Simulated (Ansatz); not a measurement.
LiPd in space group P-6m2 (No. 187; Pd on 1b, Li on 1e) at seven volumes, PBEsol (plane waves, PAW; program Ansatz), shape and atoms relaxed at each. One row is withheld.

```json
[
 {"V (Å³/atom)": "12.280", "P (GPa)": "10.26"},
 {"V (Å³/atom)": "12.685", "P (GPa)": "6.27"},
 {"V (Å³/atom)": "13.090", "P (GPa)": "2.88"},
 {"V (Å³/atom)": "13.494", "P (GPa)": "0.00"},
 {"V (Å³/atom)": "13.899", "P (GPa)": "-2.46"},
 {"V (Å³/atom)": "14.304", "P (GPa)": "?"},
 {"V (Å³/atom)": "14.709", "P (GPa)": "-6.31"}
]
```

Fit the shown pressures and predict the withheld one.

P = (3/2)B₀(x^(7/2) − x^(5/2))[1 + (3/4)(B′ − 4)(x − 1)] with x = (V₀/V)^(2/3). Least squares on the six rows gives V₀ = 13.494 Å³/atom, B₀ = 88.5 GPa, B′ = 4.39. At V = 14.304, x = 0.9619 and P = -4.54 GPa. The run itself gave -4.54 GPa.

The workflow started from an entry of the Crystallography Open Database (COD), which files this formula under 2 space groups. Its standing as an ambient phase is unchecked. Symmetry was held in the PBEsol relaxation; its stability against distortions is not shown here. The run is not spin-polarised.

Potentials: the later of the program's two PAW sets.
